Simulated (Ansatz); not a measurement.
CsCdCl3 (cubic perovskite)

```
CELL_PARAMETERS angstrom
      5.25786     0.00000     0.00000
      0.00000     5.25786     0.00000
      0.00000     0.00000     5.25786
ATOMIC_POSITIONS crystal
  Cs 0.00000 0.00000 0.00000
  Cd 0.50000 0.50000 0.50000
  Cl 0.00000 0.50000 0.50000
  Cl 0.50000 0.00000 0.50000
  Cl 0.50000 0.50000 0.00000
```

The slice is a {210} plane (indices of the conventional cell) through the point (0.000, 0.500, 0.500) (fractional), spanned by u = [100] and v = [021] in vectors of this cell: u (5.26 Å) and v (11.76 Å, at 90° to u). It covers one period; positions are fractions (u, v).

Computed with r2SCAN (plane waves to 500 eV, PAW, scalar-relativistic; Ansatz, an electronic-structure program). k mesh 6×6×6. Near the nuclei the fields are pseudised (PAW); where an atom keeps semicore shells as valence, they peak there. CsCdCl3 was relaxed with its symmetry unable to fall.

Q: Sketch the valence electron density on this plane as a map.

A: 
```
|7777665555778899887755556677|
|7766665544557777775544556666|
|5555444444445555554444444455|
|4444333333444444444433333344|
|3333333333445555554433333333|
|3333333333445555554433333333|
|4444333333445555554433333344|
|5555443333444455444433334455|
|5555554433334444443333445555|
|5555554433333333333333445555|
|5555443333333333333333334455|
|4444443333334444443333334444|
|3333333344445555554444333333|
|2222333344666677666644333322|
|2222334455667777776655443322|
|1122334455777700777755443322|
|2222334455667777776655443322|
|2222333344666677666644333322|
|3333333344445555554444333333|
|4444443333334444443333334444|
|5555443333333333333333334455|
|5555554433333333333333445555|
|5555554433334444443333445555|
|5555443333444455444433334455|
|4444333333445555554433333344|
|3333333333445555554433333333|
|3333333333445555554433333333|
|4444333333444444444433333344|
|5555444444445555554444444455|
|7766665544557777775544556666|
|7777665555778899887755556677|
|0077665555779999997755556677|
```
Scale: ten equal steps from -3.00 (start of '0') to 1.42 (end of '9'), in the order '0123456789'. Values: log₁₀ of the valence density in e/Å³. The map has 14 points along u (two characters each, u = 0 at the left) and 32 along v (v = 0 in the bottom row). The scale is logarithmic, as a density can span decades between atoms and voids; values under 0.001 e/Å³ are set to 0.001.
